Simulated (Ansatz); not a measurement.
Nb (bcc (W type), space group No. 229) at seven volumes, DFT-r²SCAN in the program Ansatz with PAW potentials, scaled uniformly. One row is withheld.

| V (Å³/atom) | P (GPa) |
|---|---|
| 16.387 | ? |
| 16.927 | 11.94 |
| 17.467 | 5.55 |
| 18.007 | 0.00 |
| 18.547 | -4.82 |
| 19.088 | -9.01 |
| 19.628 | -12.67 |

Fit the shown pressures and predict the withheld one.

P = (3/2)B₀(x^(7/2) − x^(5/2))[1 + (3/4)(B′ − 4)(x − 1)] with x = (V₀/V)^(2/3). Least squares on the six rows gives V₀ = 18.007 Å³/atom, B₀ = 172 GPa, B′ = 3.68. At V = 16.387, x = 1.0649 and P = 19.28 GPa. The run itself gave 19.31 GPa.

Space group Im-3m (bcc (W type)). Symmetry was held in the r²SCAN relaxation. The run is not spin-polarised.

Potentials: the earlier of the program's two PAW sets.
